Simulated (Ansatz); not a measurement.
Geometry optimisation in Ansatz: input, command and trajectory.

```yaml
crystal:
  lattice:
    - [3.1839525, -5.51476746, 0.0]
    - [3.18395248, 5.51476746, 0.0]
    - [0.0, 0.0, 10.18864798]
  atoms:
    - { symbol: Mg, position: [0.3399462538, 0.1685509308, 0.1230603297] }
    - { symbol: Mg, position: [0.6708362405, 0.8317127607, 0.3769240829] }
    - { symbol: Al, position: [0.3351508152, 0.6730512638, 0.1236807049] }
    - { symbol: Al, position: [0.8344047509, 0.6688308645, 0.1223622015] }
    - { symbol: Al, position: [0.6692428146, 0.3383168752, 0.3754608907] }
    - { symbol: Al, position: [0.1594858892, 0.3292237602, 0.8761435512] }
    - { symbol: Sc, position: [0.3385460135, 0.1733637489, 0.6235327782] }
    - { symbol: Sc, position: [0.8413077818, 0.1695730222, 0.1245798344] }
    - { symbol: Sc, position: [0.8299733375, 0.1599760042, 0.6244185495] }
    - { symbol: Sc, position: [0.3301070607, 0.6648545493, 0.6266599437] }
    - { symbol: Sc, position: [0.8368169524, 0.672736285, 0.6260611066] }
    - { symbol: Sc, position: [0.6757025001, 0.3381517098, 0.8768308543] }
    - { symbol: Sc, position: [0.1648289062, 0.3357928235, 0.3747871877] }
    - { symbol: Sc, position: [0.6548764747, 0.8289392401, 0.8735413409] }
    - { symbol: Sc, position: [0.1673819083, 0.831317981, 0.3734108873] }
    - { symbol: Sc, position: [0.1659258828, 0.8313487732, 0.8756591251] }
  symmetry: { detect: false }
basis:
  ecutwfc: 500
kpoints:
  mp_grid: { grid: [3, 3, 2], shift: [0.0, 0.0, 0.5] }
hamiltonian:
  xc: r2scan
scf:
  occupations: { method: gaussian, width: 0.1 }
  lower_state_search: "off"
output:
  forces: true
  stress: true
  eigenvalues: true
relax:
  adjacent_minimum: "off"
  f_tol: 0.04
  max_steps: 50
  cell: { stress_tol: 0.3 }
```

```bash
ansatz run input.yaml --threads 4 --pin off --max-ram 9216MiB --backend cpu --events-out ev --progress --plain --runs-dir out
```

All numbers below come from DFT r2SCAN, scalar-relativistic, plane waves, PAW in Ansatz 0.2.0.

Of 10 frames 10 are shown, positions in Å and forces in eV/Å; the SCF threshold varies from step to step. Steps run on the plane waves of an earlier cell, with a Pulay correction in the pressure. The basis is chosen afresh for the last frame, the zero of the energies, and at times for earlier ones too; energy and pressure step there, also at an unchanged geometry. The mark taken_back stands on steps that the optimiser undid.

```xyz
16
Lattice="3.1840 -5.5148 0.0000 3.1840 5.5148 0.0000 0.0000 0.0000 10.1886" Properties=species:S:1:pos:R:3:forces:R:3 pbc="T T T" step=1 free_energy_over_end_meV_per_atom=51.72 pressure_GPa=-1.11
Mg    1.6190   -0.9452    1.2538    0.1544    0.2140    0.1207
Mg    4.7840    0.8872    3.8403   -0.2125    0.1343   -0.4973
Al    3.2101    1.8634    1.2601   -0.2776   -0.2207    0.0231
Al    4.7862   -0.9131    1.2467   -0.0582   -0.0660    0.1914
Al    3.2080   -1.8250    3.8254   -0.2217   -0.0954   -0.1627
Al    1.5560    0.9361    8.9267   -0.0129   -0.0391   -0.0049
Sc    1.6299   -0.9109    6.3530    0.0826    0.0837    0.2059
Sc    3.2186   -3.7045    1.2693    0.0723    0.1805    0.0568
Sc    3.1520   -3.6949    6.3620    0.3794    0.2228   -0.2060
Sc    3.1679    1.8461    6.3848   -0.2202   -0.0425    0.4322
Sc    4.8063   -0.9049    6.3787   -0.1840   -0.2285   -0.5181
Sc    3.2281   -1.8615    8.9337    0.2940    0.4358   -0.1746
Sc    1.5940    0.9428    3.8186    0.4163   -0.1107   -0.0062
Sc    4.7244    0.9599    8.9002    0.0199   -0.6680    0.5089
Sc    3.1798    3.6615    3.8046    0.0804   -0.0764   -0.7154
Sc    3.1753    3.6697    8.9218   -0.3122    0.2762    0.7460
16
Lattice="3.1393 -5.4845 0.0073 3.1254 5.4765 -0.0039 0.0053 -0.0104 10.1717" Properties=species:S:1:pos:R:3:forces:R:3 pbc="T T T" step=2 free_energy_over_end_meV_per_atom=24.81 pressure_GPa=0.03
Mg    1.6263   -0.8898    1.2729    0.1760    0.2019   -0.0525
Mg    4.6723    0.8985    3.7202    0.1981   -0.0018   -0.0428
Al    3.0968    1.7976    1.2542   -0.0445   -0.1555    0.0636
Al    4.6918   -0.9251    1.3100   -0.1055    0.0701   -0.0246
Al    3.1105   -1.8563    3.7737    0.0375   -0.0076   -0.1263
Al    1.5183    0.9226    8.9265    0.0661    0.0158    0.1413
Sc    1.6049   -0.9060    6.3884   -0.0909    0.0663    0.0492
Sc    3.1796   -3.6374    1.2795   -0.0067    0.0076   -0.0006
Sc    3.1727   -3.6471    6.3067   -0.2346   -0.0636   -0.0129
Sc    3.1030    1.8264    6.4882    0.1501   -0.0158    0.1306
Sc    4.7144   -0.9474    6.2288    0.0350    0.1583   -0.0844
Sc    3.2287   -1.7797    8.8853   -0.3799   -0.3413   -0.2050
Sc    1.6583    0.9027    3.8172   -0.0806   -0.1043    0.1886
Sc    4.6662    0.8085    8.9981    0.0291    0.5114   -0.1071
Sc    3.1422    3.6114    3.6352   -0.0547   -0.0164    0.0164
Sc    3.0686    3.6806    9.0858    0.3056   -0.3252    0.0664
16
Lattice="3.1236 -5.4787 -0.0038 3.1340 5.4847 0.0000 -0.0061 0.0035 10.1584" Properties=species:S:1:pos:R:3:forces:R:3 pbc="T T T" step=3 free_energy_over_end_meV_per_atom=18.81 pressure_GPa=0.12
Mg    1.6672   -0.8354    1.2623    0.0067    0.0170   -0.0193
Mg    4.7045    0.9155    3.6885    0.0226   -0.0242   -0.0024
Al    3.0927    1.7694    1.2820    0.0381   -0.0408   -0.0106
Al    4.6724   -0.8999    1.2810   -0.0303    0.0417    0.0077
Al    3.1057   -1.8437    3.7285    0.0523    0.0069   -0.0134
Al    1.5208    0.9326    8.9492    0.0592    0.0091    0.0262
Sc    1.5565   -0.8759    6.3937   -0.0317   -0.0173    0.0424
Sc    3.1742   -3.6155    1.2698   -0.0550    0.0261   -0.0068
Sc    3.1117   -3.6249    6.2738   -0.0643    0.0372   -0.0632
Sc    3.0882    1.8509    6.5094   -0.0038    0.0073    0.0514
Sc    4.6821   -0.9081    6.1894   -0.0513    0.0169   -0.0673
Sc    3.1834   -1.7985    8.8231   -0.0527   -0.0456   -0.0493
Sc    1.6593    0.8898    3.8539    0.0190   -0.0228    0.0393
Sc    4.6633    0.8598    8.9734    0.0003    0.0572   -0.0210
Sc    3.1404    3.6114    3.6169    0.0030    0.0007    0.0134
Sc    3.0853    3.6549    9.1125    0.0877   -0.0693    0.0730
16
Lattice="3.0398 -5.4814 -0.0143 3.1574 5.5493 0.0057 -0.0139 0.0185 10.2718" Properties=species:S:1:pos:R:3:forces:R:3 pbc="T T T" step=4 free_energy_over_end_meV_per_atom=16.24 pressure_GPa=-0.34
Mg    1.6681   -0.7986    1.2987   -0.0376   -0.0009    0.0029
Mg    4.6980    0.9411    3.6655    0.0559   -0.0750   -0.0120
Al    3.0908    1.7700    1.3227    0.0298    0.0348    0.0161
Al    4.6533   -0.8496    1.2783   -0.0857   -0.0410    0.0321
Al    3.1324   -1.8260    3.6901   -0.0280    0.0390   -0.0493
Al    1.5627    0.9466    9.1135    0.0059    0.0190    0.0731
Sc    1.4093   -0.7810    6.5802   -0.0955   -0.0474   -0.0993
Sc    3.0909   -3.5942    1.2487   -0.0205    0.0414    0.0778
Sc    2.9226   -3.5202    6.2047   -0.1798   -0.0090    0.0454
Sc    2.9735    1.9456    6.6667   -0.0031    0.0791   -0.1212
Sc    4.5218   -0.8137    6.1672    0.0265    0.0712    0.0353
Sc    3.1559   -1.8053    8.8618    0.0125   -0.0553    0.0498
Sc    1.6819    0.8877    3.9415    0.0873    0.0101   -0.0250
Sc    4.6662    0.8921    9.0260    0.0788    0.0240    0.0420
Sc    3.1968    3.6423    3.6816    0.0189   -0.0466   -0.0131
Sc    3.1365    3.6621    9.3279    0.1346   -0.0434   -0.0544
16
Lattice="2.9370 -5.4723 -0.0175 3.1904 5.6186 0.0003 -0.0274 0.0165 10.3056" Properties=species:S:1:pos:R:3:forces:R:3 pbc="T T T" step=5 free_energy_over_end_meV_per_atom=10.95 pressure_GPa=-0.11
Mg    1.6347   -0.7477    1.3215   -0.0709    0.0167    0.0142
Mg    4.7010    0.9394    3.6143    0.0606   -0.1112   -0.0125
Al    3.0984    1.7960    1.3472   -0.0966    0.0384   -0.0307
Al    4.5859   -0.8181    1.2680   -0.0050   -0.0778   -0.0433
Al    3.1141   -1.7916    3.6324    0.0987    0.0246    0.0261
Al    1.6030    0.9658    9.2182    0.0734   -0.0316    0.0210
Sc    1.2556   -0.7076    6.6705   -0.1700    0.0555   -0.0754
Sc    2.9866   -3.5416    1.2609    0.0152   -0.0183   -0.0328
Sc    2.6966   -3.4319    6.1192   -0.1737    0.0500    0.0534
Sc    2.8525    2.0387    6.7295   -0.0474    0.1001   -0.0711
Sc    4.3545   -0.7145    6.1185    0.0178    0.0359    0.0813
Sc    3.1326   -1.8130    8.8551    0.0722   -0.0527    0.0645
Sc    1.7160    0.8917    3.9785    0.0452    0.0113    0.0142
Sc    4.6830    0.9270    9.0238    0.1377   -0.0403    0.0014
Sc    3.2560    3.6575    3.6977    0.0142    0.0073    0.0319
Sc    3.2225    3.6613    9.4226    0.0283   -0.0078   -0.0421
16
Lattice="2.8523 -5.4587 -0.0152 3.2175 5.6695 -0.0007 -0.0254 0.0134 10.3672" Properties=species:S:1:pos:R:3:forces:R:3 pbc="T T T" step=6 free_energy_over_end_meV_per_atom=4.22 pressure_GPa=-0.04
Mg    1.6010   -0.7216    1.3579   -0.0504    0.0362    0.0313
Mg    4.7078    0.9238    3.5808    0.0782   -0.1323   -0.0062
Al    3.0716    1.8138    1.3653   -0.0414    0.0435    0.0142
Al    4.5483   -0.8152    1.2550   -0.0350   -0.0723   -0.0398
Al    3.1409   -1.7598    3.6121    0.1094    0.0269   -0.0031
Al    1.6708    0.9589    9.3273    0.0556   -0.0035    0.0280
Sc    1.1172   -0.6147    6.7799   -0.1841    0.0734   -0.0741
Sc    2.9074   -3.5187    1.2579   -0.0329    0.0201    0.0081
Sc    2.4977   -3.3286    6.0695   -0.1466    0.0364    0.0769
Sc    2.7454    2.1325    6.8116   -0.0440    0.0820   -0.0488
Sc    4.2164   -0.6176    6.1207    0.0114    0.0270    0.0644
Sc    3.1306   -1.8201    8.8890    0.0535   -0.1026    0.0381
Sc    1.7449    0.9044    4.0311    0.0060   -0.0345    0.0503
Sc    4.7279    0.9436    9.0462    0.1336   -0.0089   -0.0444
Sc    3.3205    3.6705    3.7447   -0.0049    0.0458    0.0109
Sc    3.2987    3.6526    9.5317    0.0917   -0.0372   -0.1058
16
Lattice="2.7969 -5.4366 -0.0094 3.2391 5.6919 -0.0091 -0.0296 0.0003 10.4268" Properties=species:S:1:pos:R:3:forces:R:3 pbc="T T T" step=7 free_energy_over_end_meV_per_atom=0.52 pressure_GPa=-0.05
Mg    1.5619   -0.6857    1.3996   -0.0092    0.0211    0.0407
Mg    4.7274    0.8649    3.5530    0.0201    0.0082    0.0118
Al    3.0462    1.8359    1.3850   -0.0043    0.0287    0.0447
Al    4.5174   -0.8473    1.2177    0.0146    0.0002   -0.0552
Al    3.2034   -1.7306    3.5986   -0.0452   -0.0212    0.0187
Al    1.7528    0.9398    9.4350    0.0274   -0.0449   -0.0449
Sc    0.9627   -0.5226    6.8684    0.0909    0.0142   -0.0395
Sc    2.8285   -3.4869    1.2660    0.0403   -0.0178   -0.0108
Sc    2.3056   -3.2282    6.0464    0.0403   -0.0464    0.0413
Sc    2.6373    2.2069    6.8750   -0.0039   -0.0402   -0.0100
Sc    4.0899   -0.5444    6.1415   -0.0329    0.0468   -0.0276
Sc    3.1569   -1.8549    8.9292   -0.0438   -0.0326   -0.0006
Sc    1.7655    0.8984    4.0965   -0.0198    0.0251    0.0385
Sc    4.8067    0.9277    9.0487   -0.0615    0.0820    0.0287
Sc    3.3808    3.6728    3.7837   -0.0342   -0.0029   -0.0451
Sc    3.3998    3.6096    9.5920    0.0211   -0.0201    0.0093
16
Lattice="2.8447 -5.4576 -0.0210 3.2091 5.6680 -0.0140 -0.0560 0.0065 10.3670" Properties=species:S:1:pos:R:3:forces:R:3 pbc="T T T" step=8 free_energy_over_end_meV_per_atom=0.51 pressure_GPa=0.14 taken_back
Mg    1.5708   -0.6983    1.4060    0.0408   -0.0340   -0.0048
Mg    4.7215    0.8498    3.5197   -0.0194    0.0058   -0.0042
Al    3.0499    1.8331    1.3670    0.0214   -0.0315    0.0078
Al    4.5329   -0.8717    1.1834   -0.0138    0.0058    0.0346
Al    3.1703   -1.7594    3.5976    0.0461    0.0280   -0.0754
Al    1.7230    0.8897    9.3512   -0.0155    0.0973    0.0535
Sc    0.9983   -0.5459    6.7951   -0.0298   -0.0188    0.0443
Sc    2.8952   -3.5135    1.2429   -0.0611    0.0059    0.0372
Sc    2.3465   -3.2718    6.0295   -0.0053    0.0152   -0.0271
Sc    2.6242    2.1997    6.8208   -0.0179   -0.0265   -0.0142
Sc    4.1059   -0.5566    6.1018   -0.0135   -0.0393    0.0344
Sc    3.1551   -1.8949    8.8686    0.0206    0.0350    0.0085
Sc    1.7466    0.8967    4.0750    0.0003   -0.0024   -0.0200
Sc    4.7619    0.9190    8.9903    0.0293   -0.0684   -0.0021
Sc    3.3179    3.6550    3.7516    0.0047    0.0220   -0.0221
Sc    3.3545    3.6136    9.5247    0.0129    0.0061   -0.0504
16
Lattice="2.8188 -5.4425 -0.0160 3.2273 5.6784 -0.0131 -0.0465 0.0027 10.4078" Properties=species:S:1:pos:R:3:forces:R:3 pbc="T T T" step=9 free_energy_over_end_meV_per_atom=-0.11 pressure_GPa=0.00
Mg    1.5696   -0.6916    1.4059    0.0091   -0.0013    0.0061
Mg    4.7183    0.8618    3.5385    0.0060    0.0011    0.0006
Al    3.0454    1.8373    1.3823    0.0102    0.0052    0.0009
Al    4.5278   -0.8572    1.1977    0.0005    0.0037   -0.0111
Al    3.1856   -1.7418    3.5944   -0.0072    0.0068   -0.0044
Al    1.7367    0.9199    9.4076    0.0108   -0.0012   -0.0112
Sc    0.9793   -0.5336    6.8412    0.0083   -0.0054    0.0023
Sc    2.8573   -3.5009    1.2548   -0.0100    0.0029    0.0106
Sc    2.3234   -3.2497    6.0423    0.0018   -0.0020    0.0090
Sc    2.6304    2.1962    6.8557   -0.0036   -0.0048   -0.0064
Sc    4.0936   -0.5524    6.1229   -0.0014    0.0035    0.0038
Sc    3.1542   -1.8719    8.9071   -0.0020   -0.0036    0.0007
Sc    1.7510    0.9019    4.0905   -0.0012   -0.0024    0.0131
Sc    4.7845    0.9236    9.0251   -0.0091   -0.0016    0.0075
Sc    3.3486    3.6690    3.7648   -0.0035   -0.0032   -0.0089
Sc    3.3821    3.6080    9.5684   -0.0086    0.0022   -0.0126
16
Lattice="2.8188 -5.4425 -0.0160 3.2273 5.6784 -0.0131 -0.0465 0.0027 10.4078" Properties=species:S:1:pos:R:3:forces:R:3 pbc="T T T" step=10 free_energy_over_end_meV_per_atom=0.00 pressure_GPa=0.00
Mg    1.5696   -0.6916    1.4059    0.0090   -0.0012    0.0061
Mg    4.7183    0.8618    3.5385    0.0061    0.0010    0.0005
Al    3.0454    1.8373    1.3823    0.0102    0.0052    0.0009
Al    4.5278   -0.8572    1.1977    0.0006    0.0038   -0.0112
Al    3.1856   -1.7418    3.5944   -0.0072    0.0068   -0.0044
Al    1.7367    0.9199    9.4076    0.0108   -0.0012   -0.0111
Sc    0.9793   -0.5336    6.8412    0.0083   -0.0053    0.0023
Sc    2.8573   -3.5009    1.2548   -0.0101    0.0030    0.0107
Sc    2.3234   -3.2497    6.0423    0.0019   -0.0020    0.0089
Sc    2.6304    2.1962    6.8557   -0.0036   -0.0049   -0.0064
Sc    4.0936   -0.5524    6.1229   -0.0014    0.0034    0.0037
Sc    3.1542   -1.8719    8.9071   -0.0021   -0.0035    0.0008
Sc    1.7510    0.9019    4.0905   -0.0012   -0.0024    0.0130
Sc    4.7845    0.9236    9.0251   -0.0091   -0.0018    0.0077
Sc    3.3486    3.6690    3.7648   -0.0035   -0.0032   -0.0090
Sc    3.3821    3.6080    9.5684   -0.0087    0.0022   -0.0125
```

The run took 2.5 min on 4 threads of Intel(R) Xeon(R) 6975P-C (Granite Rapids) (shared host), peak memory 1.7 GiB.

The k mesh is coarse.